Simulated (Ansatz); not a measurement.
Trial structure of LiBPt, not yet relaxed:

```
Li B Pt
1.0
     2.81253    0.00000    0.00000
     0.00000    2.81253    0.00000
     0.00000    0.00000    3.95076
Li B Pt
1 1 1
Cartesian
  1.4063 1.4063 1.9754
  1.4063 1.4063 0.0000
  0.0000 0.0000 0.0000
```

Theory: DFT PBE, scalar-relativistic, plane waves, PAW (Ansatz 0.2.0). Settings: cutoff 420 eV, Γ-centred mesh 6×6×4 on the computed 3-atom cell, Gaussian smearing of 0.10 eV; no spin polarisation.

The zero of energy is the elements' standard structures at the same level; no fitted shifts are applied.

Question: What does a single point on this coarse mesh give?

Answer: The pressure is 56.0 GPa (the mean over three directions, positive in compression), the largest force is 0.00 eV/Å (symmetry fixes the atoms), and the energy is +0.32 eV/atom against the elements. The shortest distance is 1.98 Å.

Question: Is it a good guess?

Answer: A rough one: relaxing gains about 0.44 eV/atom (the start's value is from the coarse mesh, so the gain is rough) in 12 ionic steps and ends at −0.12 eV/atom on the finer mesh. The symmetry stays P4/mmm (No. 123). The volume per atom grows by 35.3 %, from 10.4 to 14.1 Å³. The shortest distance goes from 1.98 Å (Li–B) to 2.15 Å (B–Pt). Conventional cell: a = 3.042 Å, c = 4.568 Å. Li is surrounded by 2 B at 2.28 Å; around B lie 4 Pt at 2.15 Å and 2 Li at 2.28 Å; around Pt lie 4 B at 2.15 Å.

The last run used a 16×16×10 mesh (in the run's order of axes) for its 3-atom cell and Gaussian smearing of 0.10 eV. These runs have no spin–orbit coupling, which can matter for Pt. The relaxation can't lower the symmetry of the start, and the grade says only how near the guess is to its own end. Symmetry constrained the relaxation, so the result can be a saddle point. Another cell of LiBPt relaxed alike, in P-6m2, lies 180 meV/atom lower, so this cell isn't the stable form at this level.
